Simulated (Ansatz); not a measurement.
ScAu (CsCl type)

```
CELL_PARAMETERS angstrom
      6.63958     0.00000     0.00000
      3.31979     3.31979     0.00000
      0.00000     0.00000     3.31979
ATOMIC_POSITIONS crystal
  Sc 0.00000 0.50000 0.50000
  Sc 0.50000 0.50000 0.50000
  Au 0.00000 0.00000 0.00000
  Au 0.50000 0.00000 0.00000
```

The atoms are displaced by Q × the pattern below (from a DFPT mode at M = (0.5, 0.5, 0.0), largest move 1; Q in Å), at fixed cell. (q is in reciprocal vectors of the primitive cell; the cell shown is doubled to hold the pattern.)

```tsv
atom	x	y	z
Sc1	0.000	0.000	-1.000
Sc2	0.000	0.000	1.000
```

Atoms not listed stay in place.

Calculation: LDA (plane waves to 420 eV, PAW, scalar-relativistic; Ansatz, an electronic-structure program). k mesh 14×14×14 (Γ-centred), Fermi-Dirac smearing 0.05 eV. Energies are smeared free energies. With partly filled bands, energies and forces of such displacements shift with the k mesh and the smearing. ScAu is run without spin polarisation. ScAu was relaxed with its symmetry unable to fall. Spin-orbit coupling is left out, though Au is heavy. ΔE is measured from the undisplaced structure. The last digit holds for this mesh only.

| Q (Å) | ΔE (meV/cell) |
|---|---|
| -0.1000 | withheld |
| -0.0833 | 22.99 |
| -0.0667 | 14.72 |
| -0.0500 | 8.28 |
| -0.0333 | 3.68 |
| -0.0167 | 0.92 |
| 0.0000 | 0.00 |
| 0.0167 | 0.92 |
| 0.0333 | 3.68 |
| 0.0500 | 8.28 |
| 0.0667 | 14.72 |
| 0.0833 | 22.99 |
| 0.1000 | withheld |

Q: Fit an even polynomial form (powers 2, 4) to the given rows and predict ΔE at Q = 0.1000.

A: Least squares on the 11 given rows: ΔE = (3308)·Q² + (623.6)·Q⁴, in meV/cell with Q in Å; root-mean-square residual 0.007 meV/cell. At 0.1000 the fit gives 33.14 meV/cell; the calculation gives 33.11 meV/cell, so the extrapolation is off by 0.03 (+0.1 %). The quadratic term alone would give 33.08 meV/cell.

(A displaced cell: forces are minus the slopes of the energy, force constants its curvatures, and phonons follow from these.)
